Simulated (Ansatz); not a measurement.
TaP2:
```yaml
crystal:
  lattice:
    - [1.66793, -5.72523, 0.00000]
    - [1.66793, 5.72523, 0.00000]
    - [0.00000, 0.00000, 5.04633]
  atoms:
    - { symbol: Ta, position: [0.91006, 0.08994, 0.50041] }
    - { symbol: Ta, position: [0.08994, 0.91006, 0.00041] }
    - { symbol: P, position: [0.57288, 0.42712, 0.37853] }
    - { symbol: P, position: [0.42712, 0.57288, 0.87853] }
    - { symbol: P, position: [0.30029, 0.69971, 0.19607] }
    - { symbol: P, position: [0.69971, 0.30029, 0.69607] }
```

Relaxed with r²SCAN.

Map the electron localisation function on the plane through (0.910, 0.090, 0.500) spanned by u = [0, 0, 1] and v = [1, -1, 0] in lattice vectors, from plane-wave PAW r²SCAN (Ansatz code).

x is the fraction of u, y of v (the angle between them is 90°; rows are the nearest grid lines); atoms in the plane: Ta at (0.00, 0.00), Ta at (0.50, 0.18), P at (0.88, 0.66), P at (0.38, 0.52), P at (0.70, 0.39), P at (0.20, 0.79).
```
y \ x   0.000  0.0800  0.200  0.280  0.360  0.440  0.560  0.640   0.720  0.800  0.920   1.00
------  -----  ------  -----  -----  -----  -----  -----  -----  ------  -----  -----  -----
1.00    0.018   0.618  0.192  0.183  0.232  0.135  0.094  0.167   0.146  0.222  0.625  0.018
0.925   0.470   0.319  0.270  0.258  0.098  0.030  0.063  0.204   0.322  0.214  0.335  0.470
0.850   0.696   0.909  0.885  0.768  0.558  0.168  0.048  0.087   0.126  0.122  0.225  0.696
0.775   0.770   0.622  0.000  0.300  0.829  0.652  0.124  0.121   0.180  0.236  0.536  0.770
0.700   0.871   0.803  0.506  0.586  0.561  0.386  0.382  0.724   0.868  0.582  0.381  0.871
0.625   0.723   0.505  0.096  0.256  0.557  0.666  0.384  0.408   0.607  0.305  0.391  0.723
0.550   0.522   0.349  0.626  0.387  0.066  0.374  0.598  0.183   0.098  0.287  0.608  0.522
0.450   0.323   0.327  0.748  0.757  0.660  0.859  0.890  0.691   0.519  0.792  0.649  0.323
0.375   0.193   0.059  0.048  0.046  0.088  0.385  0.663  0.039  -0.001  0.376  0.621  0.193
0.300   0.031   0.076  0.244  0.272  0.190  0.200  0.700  0.888   0.877  0.680  0.085  0.031
0.225   0.037   0.074  0.220  0.135  0.452  0.764  0.759  0.474   0.126  0.149  0.062  0.037
0.150   0.136   0.185  0.323  0.176  0.670  0.701  0.707  0.603   0.131  0.299  0.215  0.136
0.0750  0.484   0.400  0.262  0.392  0.210  0.094  0.141  0.300   0.473  0.257  0.277  0.484
0.000   0.018   0.618  0.192  0.183  0.232  0.135  0.094  0.167   0.146  0.222  0.625  0.018
```

The density is the valence pseudo-density with augmentation charge, so density and ELF within about 1 Å of a nucleus are not all-electron values.

Space group Cmc2_1. The start of the workflow was typed in or built on a structure type; neither database checked (COD, Materials Project) lists it. Its standing as an ambient phase is unchecked. The r²SCAN relaxation kept the symmetry of its start; its stability against distortions is not shown here. The run is not spin-polarised. Scalar-relativistic: spin–orbit coupling is off unless named, which matters more the heavier the elements.

Potentials: the earlier of the program's two PAW sets. The files were generated under PBE; for other functionals the program regenerates the frozen cores, and for LDA and PBEsol the local potential too.
